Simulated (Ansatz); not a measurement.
Energy over volume and axial ratio for Ru (hcp, Mg type)

Ru (hcp, Mg type)

```cif
data_Ru2
_chemical_formula_sum 'Ru2'
_space_group_name_H-M_alt 'P63/mmc'
_space_group_IT_number 194
_space_group_name_Hall '-P 6c 2c'
_cell_length_a 2.72216
_cell_length_b 2.72216
_cell_length_c 4.29083
_cell_angle_alpha 90.000
_cell_angle_beta 90.000
_cell_angle_gamma 120.000
loop_
_atom_site_label
_atom_site_type_symbol
_atom_site_symmetry_multiplicity
_atom_site_Wyckoff_symbol
_atom_site_fract_x
_atom_site_fract_y
_atom_site_fract_z
_atom_site_occupancy
Ru1 Ru 2 d 0.66667 0.33333 0.25000 1
```

Two coordinates are scanned: the volume, and the ratio of the stretch along z (the conventional c axis) to the stretch across it. Atoms keep their fractional coordinates.

Calculation: PBE (plane waves to 420 eV, PAW, scalar-relativistic; Ansatz, an electronic-structure program). k mesh 20×20×11 (Γ-centred), Fermi-Dirac smearing 0.05 eV. The energy includes the smearing's −TS. Compression counts positive. With partly filled bands, the response to shear is sensitive to the k mesh, so small differences along c/a are uncertain. Ru is run without spin polarisation. Ru was relaxed with its symmetry unable to fall. ΔE is measured from the relaxed starting cell.

ΔE (eV/atom), with V/V₀ across and (c/a)/(c/a)₀ down:

```tsv
(c/a)/(c/a)₀ \ V/V₀	0.960	0.973	0.987	1.000	1.013	1.027	1.040
0.880	0.243	0.221	0.205	0.194	0.188	0.187	0.190
0.920	0.122	0.104	0.092	0.086	0.084	0.087	0.094
0.960	0.049	0.034	0.025	0.021	0.022	0.028	0.037
1.000	0.023	0.010	0.002	0.000	0.002	0.009	0.020
1.040	0.043	0.030	0.022	0.020	0.022	0.029	0.040
1.080	0.104	0.089	0.080	0.076	0.077	0.082	0.092
1.120	0.200	0.182	0.171	0.164	0.162	0.165	0.172
```

σzz − σxx (GPa), with V/V₀ across and (c/a)/(c/a)₀ down:

```
(c/a)/(c/a)₀ \ V/V₀  0.960  0.973  0.987  1.000  1.013  1.027  1.040
-------------------  -----  -----  -----  -----  -----  -----  -----
0.880                 57.5   54.7   52.0   49.4   47.0   44.6   42.4
0.920                 40.7   38.6   36.6   34.7   32.9   31.2   29.6
0.960                 21.4   20.1   18.9   17.8   16.8   15.8   14.8
1.000                  1.0    0.6    0.3    0.0   -0.3   -0.5   -0.8
1.040                -19.4  -18.7  -18.2  -17.6  -17.0  -16.5  -16.0
1.080                -38.8  -37.2  -35.7  -34.3  -32.9  -31.6  -30.4
1.120                -57.2  -54.7  -52.3  -50.0  -47.9  -45.8  -43.8
```

Read from the data:

```
Item                                                                                                                                Value
--------------------------------------------------------------------------------------  -------------------------------------------------
Modulus against c/a change at fixed volume, (3/4V)·∂²E/∂(ln c/a)² (fit, atoms clamped)                                            220 GPa
Lowest place on the grid                                                                  V/V₀ = 1.000, (c/a)/(c/a)₀ = 1.000 (0 meV/atom)
Highest place on the grid                                                               V/V₀ = 0.960, (c/a)/(c/a)₀ = 0.880 (243 meV/atom)
```

(A scan under strain: stresses follow from slopes of the energy per volume, elastic moduli from its curvatures.)
